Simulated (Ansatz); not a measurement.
V$_{2}$O$_{5}$:
```xyz
14
Lattice="6.2723 0.0000 0.0000 0.0000 3.5329 0.0000 -0.0428 0.0000 7.1333" Properties=species:S:1:pos:R:3 pbc="T T T"
V      4.6251     0.8832     5.1453
V      1.6045     2.6497     1.9880
V      1.1887     0.8832     6.4242
V      5.0408     2.6497     0.7091
O      4.6002     2.6497     5.7548
O      1.6294     0.8832     1.3785
O      0.2005     0.8832     5.0103
O      6.0290     2.6497     2.1230
O      2.7187     0.8832     5.8808
O      3.5108     2.6497     1.2525
O      0.8780     2.6497     6.9012
O      5.3515     0.8832     0.2321
O      4.2339     0.8832     3.6359
O      1.9956     2.6497     3.4974
```

Relaxed with r²SCAN+D4. Independent-particle spectrum: no excitons, no local fields, no scissors shift; 0.1 eV broadening; ε₁ of the summed bands alone.

**Question.** Tabulate the dielectric function from r²SCAN+D4 (plane waves, PAW; program Ansatz).

**Answer.** 

| E (eV) | ε₁ xx | ε₂ xx | ε₁ yy | ε₂ yy | ε₁ zz | ε₂ zz |
|---|---|---|---|---|---|---|
| 0.0 | 7.11 | 0.00 | 7.01 | 0.00 | 6.08 | 0.00 |
| 0.4 | 7.16 | 0.00 | 7.08 | 0.00 | 6.11 | 0.00 |
| 0.8 | 7.31 | 0.00 | 7.32 | 0.00 | 6.20 | 0.00 |
| 1.2 | 7.59 | 0.00 | 7.78 | 0.00 | 6.36 | 0.00 |
| 1.6 | 8.07 | 0.00 | 8.69 | 0.00 | 6.62 | 0.00 |
| 2.0 | 8.88 | 0.00 | 11.44 | 0.14 | 7.03 | 0.00 |
| 2.4 | 10.58 | 0.18 | 11.41 | 6.73 | 7.84 | 0.08 |
| 2.8 | 13.27 | 3.60 | 9.38 | 9.13 | 8.88 | 1.24 |
| 3.2 | 11.25 | 5.77 | 5.25 | 8.93 | 9.03 | 1.61 |
| 3.6 | 11.84 | 7.86 | 3.35 | 5.81 | 8.85 | 2.97 |
| 4.0 | 4.75 | 16.08 | 3.50 | 5.91 | 10.10 | 5.34 |
| 4.4 | 1.10 | 10.40 | 1.95 | 5.92 | 7.74 | 6.85 |
| 4.8 | 0.67 | 8.06 | 1.94 | 4.25 | 8.20 | 8.71 |
| 5.2 | 0.26 | 5.00 | 2.35 | 4.33 | 3.76 | 8.00 |
| 5.6 | 2.07 | 5.31 | 3.56 | 4.47 | 2.96 | 7.25 |
| 6.0 | 1.46 | 6.14 | 3.03 | 5.24 | 3.27 | 6.66 |
| 6.4 | 1.73 | 6.73 | 1.13 | 5.63 | 2.78 | 7.54 |
| 6.8 | -0.64 | 6.07 | 0.17 | 5.18 | 3.31 | 6.43 |
| 7.2 | -0.86 | 5.36 | -0.47 | 5.00 | 1.87 | 9.22 |
| 7.6 | -1.33 | 5.14 | -0.70 | 4.51 | -1.54 | 8.99 |
| 8.0 | -1.16 | 4.06 | -0.73 | 3.83 | -2.02 | 5.85 |
| 8.4 | -2.48 | 4.15 | -1.35 | 3.06 | -2.35 | 4.64 |
| 8.8 | -2.20 | 2.54 | -0.57 | 2.46 | -2.58 | 4.87 |
| 9.2 | -1.79 | 1.99 | -1.53 | 2.44 | -2.66 | 3.56 |
| 9.6 | -1.32 | 1.41 | -1.35 | 1.66 | -2.51 | 2.61 |
| 10.0 | -1.03 | 1.13 | -0.87 | 0.88 | -2.30 | 1.73 |
| 10.4 | -0.59 | 1.08 | -0.40 | 0.67 | -1.64 | 1.12 |
| 10.8 | -0.55 | 0.79 | -0.03 | 0.53 | -1.08 | 1.02 |
| 11.2 | -0.31 | 0.88 | 0.27 | 0.54 | -0.77 | 0.78 |
| 11.6 | -0.17 | 0.68 | 0.47 | 0.55 | -0.46 | 0.70 |
| 12.0 | 0.08 | 0.60 | 0.64 | 0.66 | -0.18 | 0.70 |

**Question.** From ε at 2.4 eV (xx: 10.58 + 0.18i), find n, k, the normal reflectivity and the absorption coefficient.

**Answer.** n = 3.25, k = 0.028, R = 28 %, α = 2kE/ħc = 6800 cm⁻¹.

With all bands, ε∞ without local fields is 7.39 (xx), 7.32 (yy), 6.36 (zz).

Space group P2_1/m. The first step of the workflow began from a Materials Project structure, measured or hypothetical; the Crystallography Open Database copy checked does not list it. COD files the formula under space group No. 31, 59, so this cell is another polymorph or a model. Its standing as an ambient phase is unchecked. Symmetry was held in the r²SCAN+D4 relaxation; its stability against distortions is not shown here. The run is not spin-polarised. No Hubbard U is applied.

Potentials: the later of the program's two PAW sets.
